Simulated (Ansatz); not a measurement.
KCdF$_{3}$ (Pm-3m), trigonal deformation path

Level of theory: DFT PBEsol, scalar-relativistic, plane waves, PAW in Ansatz 0.2.0. Settings: plane waves to 420 eV, k-mesh 6×6×6 (Γ-centred), Gaussian smearing 0.05 eV. No spin polarisation. Energies are free energies at this smearing, counted from the undisturbed cell; pressure is positive in compression.

The undisturbed cell (as given, not relaxed at this level; it stands at 0.1 GPa, and it needn't be the usual structure):

```
K Cd F
1.0
     4.38209    0.00000    0.00000
     0.00000    4.38209    0.00000
     0.00000    0.00000    4.38209
K Cd F
1 1 3
Direct
  0.00000 0.00000 0.00000
  0.50000 0.50000 0.50000
  0.00000 0.50000 0.50000
  0.50000 0.00000 0.50000
  0.50000 0.50000 0.00000
```

At fixed volume and fractional coordinates, lengths along (0.577, 0.577, 0.577) are scaled against those across it; ρ is that ratio over its starting value.

| ρ | ΔE (meV/atom) | pressure (GPa) | gap on the mesh (eV) |
| --- | --- | --- | --- |
| 0.500 | 824.9 | -0.7 | 1.20 |
| 0.600 | 376.2 | -2.3 | 2.23 |
| 0.710 | 144.9 | -1.6 | 2.73 |
| 0.850 | 27.8 | -0.4 | 2.93 |
| 0.930 | 5.2 | 0.0 | 2.96 |
| 1.000 | 0.0 | 0.1 | 2.96 |
| 1.080 | 5.5 | 0.0 | 2.96 |
| 1.200 | 31.5 | -0.5 | 2.91 |
| 1.410 | 124.1 | -1.7 | 2.63 |
| 1.700 | 356.1 | -2.0 | 1.40 |
| 2.000 | 714.0 | 0.5 | 0.00 |

Where the gap reads zero the k-mesh, chosen for the insulator, is on the coarse side.

Symmetry holds off the tilts and polar distortions that many cubic perovskites undergo.